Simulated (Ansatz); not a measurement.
# K: strain energy, fitted

K, P6_3/mmc, a = 4.650 Å, c = 7.604 Å. This isn't the element's structure at ambient conditions. Ansatz: PBEsol, PAW, 420 eV, Γ-centred 12×12×6 mesh on 2 atoms, Gaussian smearing 0.10 eV; no spin polarisation. Series: equal strain along all axes, cell held, atoms fixed by symmetry; x is the strain in per cent. y is the free energy over the unstrained cell, V0 = 71.193 Å³/atom.

```
x (%) y (meV/atom)
 -4.5             ?
 -3.0          7.10
 -1.5          1.67
  0.0          0.00
  1.5          1.65
  3.0          6.24
  4.5         13.42
```

Q: Fit y = c2 x² + c3 x³ to the other rows, turn c2 into a modulus, and predict the missing energy.

A: Least squares on the rows shown. y = 0.73895 x² − 0.016756 x³. In eV per unit strain² c2 is 7.389; the stiffness is B for this strain (E = 9/2 B V0 ε², shape held): 2 × 7.389 × 160.2 / (9 × 71.193) = 3.7 GPa. The unstrained cell keeps some stress along the strain, worth a slope of 0.04 meV/atom per %, which the form leaves out. At x = -4.5 the fit asked for gives 16.49 meV/atom. The run gave 16.78 meV/atom, so the fit is 0.29 meV/atom too low, 1.7 % of the span of the series, against an rms of 0.04 meV/atom on the fitted rows. The row lies outside the fitted range. With a term in x⁴ added, a fit to the same known rows predicts 16.31 meV/atom, further off still.